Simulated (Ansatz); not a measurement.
An elastic tensor (GPa, Voigt order, standard axes) from the program Ansatz at the LDA level (PAW):

```
 116  18.3  18.3   0.0   0.0   0.0
18.3   116  18.3   0.0   0.0   0.0
18.3  18.3   116   0.0   0.0   0.0
 0.0   0.0   0.0  18.3   0.0   0.0
 0.0   0.0   0.0   0.0  18.3   0.0
 0.0   0.0   0.0   0.0   0.0  18.3
```

### Question
Pick the material that matches.
A) YAs, rock salt
B) LaAs, rock salt
C) LiF, rock salt
D) BaS, rock salt

### Answer
D, BaS, rock salt

Space group Fm-3m (rock salt). The LDA relaxation kept the symmetry of its start; phonons on a q-mesh show no instability. Scalar-relativistic: spin–orbit coupling is off unless named, which matters more the heavier the elements.

Potentials: the later of the program's two PAW sets.
